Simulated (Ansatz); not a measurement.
The start is a generated cell, Ta built in the beta-Sn structure type. A full variable-cell relaxation at zero pressure is run with PBE (plane waves to 420 eV, PAW, scalar-relativistic; Ansatz, a quantum-chemistry and plane-wave program). The first steps use a coarse 13×13×13 k-mesh.

The start:
```
Ta
1.0
   -2.59364     2.59364     1.41512
    2.59364    -2.59364     1.41512
    2.59364     2.59364    -1.41512
Ta
2
Direct
  0.75000   0.25000   0.50000
  0.00000   0.00000   0.00000
```

Problem. How large is the pressure on the unrelaxed cell, and of which sign?

Solution. +5.4 GPa (positive: the cell is compressed).

Problem. Is the relaxed structure metallic? Give its gap.

Solution. No gap (metallic).

Problem. Write out the relaxed structure.

Solution. 
```cif
data_Ta4
_chemical_formula_sum 'Ta4'
_space_group_name_H-M_alt 'I41/amd :1'
_space_group_IT_number 141
_space_group_name_Hall 'I 4bw 2bw -1bw'
_cell_length_a 5.28891
_cell_length_b 5.28891
_cell_length_c 2.81315
_cell_angle_alpha 90.000
_cell_angle_beta 90.000
_cell_angle_gamma 90.000
loop_
_atom_site_label
_atom_site_type_symbol
_atom_site_symmetry_multiplicity
_atom_site_Wyckoff_symbol
_atom_site_fract_x
_atom_site_fract_y
_atom_site_fract_z
_atom_site_occupancy
Ta1 Ta 4 a 0.00000 0.00000 0.00000 1
```
(The calculation used a cell of 2 atoms; values per cell refer to that cell.)

The space group stays I4₁/amd (No. 141) (the run could not lower it); the end is AFLOW prototype A_tI4_141_a (A5, as in Sn), with 2 atoms in the primitive cell. Final values are on a 19×19×19 k-mesh of the relaxed cell. No spin polarisation in the result.

The run could not lower the symmetry of its start; a shaken copy of this end point relaxes with PBE to Pnma (No. 62), 0.66 eV/atom lower.

The relaxed structure here is a generated cell of Ta: the first start was made by placing the elements on the sites of a structure type, and the end was not matched to a known phase here, so it may be hypothetical. Known forms of Ta include space group No. 229.
